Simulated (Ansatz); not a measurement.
Al, first-principles data

Al:
```yaml
crystal:
  lattice:
    - [2.82863, 0.00000, 0.00000]
    - [-1.41431, 2.44966, 0.00000]
    - [0.00000, 0.00000, 4.59925]
  atoms:
    - { symbol: Al, position: [0.66667, 0.33333, 0.75000] }
    - { symbol: Al, position: [0.33333, 0.66667, 0.25000] }
```

Space group P6_3/mmc (No. 194), hcp (Mg type); conventional cell a = b = 2.829 Å, c = 4.599 Å, α = β = 90.00°, γ = 120.00°.

Method: the program Ansatz at the LDA level (PAW). The cell and atoms are relaxed at this level. Other levels are named where they apply.

**Cell and energy**

- Volume per atom: 15.93 Å³
- Density: 2.81 g/cm³

**Electronic structure**

Electronic character: metallic (no gap)
Density of states at the Fermi level: 0.42 states/eV per atom (mean over ±0.08 eV)

**Mechanics**

- Bulk modulus (Birch–Murnaghan fit) = 80.3 GPa
- Pressure derivative B′ = 4.5
- Elastic constants (relaxed ions, GPa) = C11 = 119, C12 = 63.4, C13 = 55.8, C33 = 134, C44 = 13.2
- Mechanical stability = stable (all eigenvalues of C positive)
- Hill bulk and shear moduli = 80.3 and 22.0 GPa
- Young's modulus = 60.5 GPa
- Poisson's ratio = 0.37
- Debye temperature from the elastic constants = 374 K

The first step of the workflow began from a Materials Project structure, measured or hypothetical; the Crystallography Open Database copy checked does not list it. It is not the phase usual at ambient conditions (space group No. 225). The cell was relaxed with LDA under the symmetry of its start; its stability against distortions is not shown here. As this level gives no gap, shear constants depend on the k-mesh and smearing (Fermi–Dirac, 0.1 eV here). Axis ratios of metals converge slowly with the k-mesh, so a and c are less sure than the volume. On the denser mesh and wider smearing of the elastic run this cell carries a stress of 0.8 GPa.

Potentials: the later of the program's two PAW sets.
